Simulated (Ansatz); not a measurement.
Cu:
```
Cu
1.0
    2.53103     0.00000     0.00000
   -1.26552     2.19194     0.00000
    0.00000     0.00000     8.25305
Cu
4
Direct
  0.00000   0.00000   0.00000
  0.00000   0.00000   0.50000
  0.33333   0.66667   0.25000
  0.66667   0.33333   0.75000
```

Relaxed with r²SCAN. Special points in fractions of this cell's reciprocal vectors: Γ (0.000, 0.000, 0.000); M (0.500, 0.000, 0.000); K (0.333, 0.333, 0.000); A (0.000, 0.000, 0.500); L (0.500, 0.000, 0.500); H (0.333, 0.333, 0.500).

List the band energies nearest the Fermi level at these points for r²SCAN (plane waves, PAW; program Ansatz).

In eV from the Fermi level; about four levels below and three above (degenerate sets whole), none deeper than 8.9 eV; points with the same levels are listed once.

| k | below | above |
|---|---|---|
| Γ | -2.04 -2.04 -1.74 -1.74 -1.14 | 4.18 13.28 13.28 |
| M | -1.59 -1.59 -1.56 -0.70 | 0.39 1.04 1.66 |
| K | -1.90 -1.83 -1.83 -1.77 | 3.39 3.39 3.68 |
| A | -1.86 -1.86 -1.86 -1.86 | 7.44 7.44 19.96 19.96 |
| L | -1.68 -1.68 -1.60 -1.60 | 0.04 0.04 1.45 1.45 |
| H | -1.83 -1.83 -1.73 -1.73 | 3.54 3.54 3.92 3.92 |

Space group P6_3/mmc (dhcp (α-La type)). The first step of the workflow began from a Materials Project structure, measured or hypothetical; the Crystallography Open Database copy checked does not list it. It is not the phase usual at ambient conditions (space group No. 225). The cell was relaxed with r²SCAN under the symmetry of its start; its stability against distortions is not shown here. The run is not spin-polarised.

Potentials: the later of the program's two PAW sets.
